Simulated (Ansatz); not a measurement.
Cd₂TeSe:
```yaml
crystal:
  lattice:
    - [2.22303, 1.28347, 7.25909]
    - [-2.22303, 1.28347, 7.25909]
    - [0.00000, -2.56694, 7.25909]
  atoms:
    - { symbol: Cd, position: [0.00523, 0.00523, 0.00523] }
    - { symbol: Cd, position: [0.49492, 0.49492, 0.49492] }
    - { symbol: Te, position: [0.62388, 0.62388, 0.62388] }
    - { symbol: Se, position: [0.12596, 0.12596, 0.12596] }
```

Tensor components refer to the Cartesian frame of this cell.

Give the high-frequency dielectric tensor and the Born effective charge tensors of the independent atoms from DFPT, PBEsol (plane waves, PAW; program Ansatz).


ε∞:
```
10.2  0.00  0.00
0.00  10.2  0.00
0.00  0.00  9.22
```
Z* of atom 1 (Cd), rows: field, columns: displacement, in e:
```
2.16  0.00  0.00
0.00  2.16  0.00
0.00  0.00  2.25
```
Z* of atom 2 (Cd), rows: field, columns: displacement, in e:
```
2.33  0.00  0.00
0.00  2.33  0.00
0.00  0.00  2.20
```
Z* of atom 3 (Te), rows: field, columns: displacement, in e:
```
-2.03   0.00   0.00
 0.00  -2.03   0.00
 0.00   0.00  -2.15
```
Z* of atom 4 (Se), rows: field, columns: displacement, in e:
```
-2.46   0.00   0.00
 0.00  -2.46   0.00
 0.00   0.00  -2.29
```

Space group R3m. The first step of the workflow began from a Materials Project structure, measured or hypothetical; the Crystallography Open Database copy checked does not list it. Whether it is the stable phase at ambient conditions was not checked. Symmetry was held in the PBEsol relaxation; whether a distortion lowers the energy is not shown. Scalar-relativistic: spin–orbit coupling is off unless named, which matters more the heavier the elements.

Potentials: the later of the program's two PAW sets.
